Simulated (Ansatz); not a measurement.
Computed with Ansatz, not measured. Plane-wave DFT: an element X is put into a periodic supercell of the crystal below and the atoms relax. X is one of the candidates, and is told by the neutral defect's formation energy over the elements (uncorrected), its moments where the run had spin, and its relaxed neighbours, eight at most.

```
cell
1.0
     5.6746    0.0000    0.0000
    -2.8373    4.9144    0.0000
     0.0000    0.0000    3.8073
Ge Ir La
2 3 1
Direct
  0.3333 0.6667 0.0000
  0.6667 0.3333 0.0000
  0.5000 0.0000 0.5000
  0.0000 0.5000 0.5000
  0.5000 0.5000 0.5000
  0.0000 0.0000 0.0000
```

host atoms in supercell: 18
functional: r2SCAN
wave cutoff: 500 eV
k mesh: 3, 3, 3
k shift: 0, 0, 0 mesh steps
gaussian smearing: 0.05 eV
start displacement: 0.05 angstrom
electrons started on: no chosen atoms
candidate elements: H, Li, Mg, Al, S, Sc
found formation energy: 1.344 eV
found largest move from host sites: 0.802 angstrom

```
supercell vector  supercell times a (host cell vectors)  supercell times b (host cell vectors)  supercell times c (host cell vectors)
               A                                      0                                      1                                     -1
               B                                      1                                      0                                     -1
               C                                     -1                                     -1                                     -1
```

```csv
change element,change kind,change place a (host cell vectors),change place b (host cell vectors),change place c (host cell vectors)
X,interstitial,0.0833,0.1667,-2.5
```

| found neighbour element | found neighbour distance (angstrom) |
| --- | --- |
| La | 2.467 |
| La | 2.467 |
| Ir | 2.795 |
| Ir | 2.795 |
| Ir | 2.807 |
| Ir | 2.808 |
| Ir | 2.819 |
| Ir | 2.82 |

Q: Which element is X?

A: Li.

Caveats: one random start near the defect, so other minima are possible; the supercell is small.
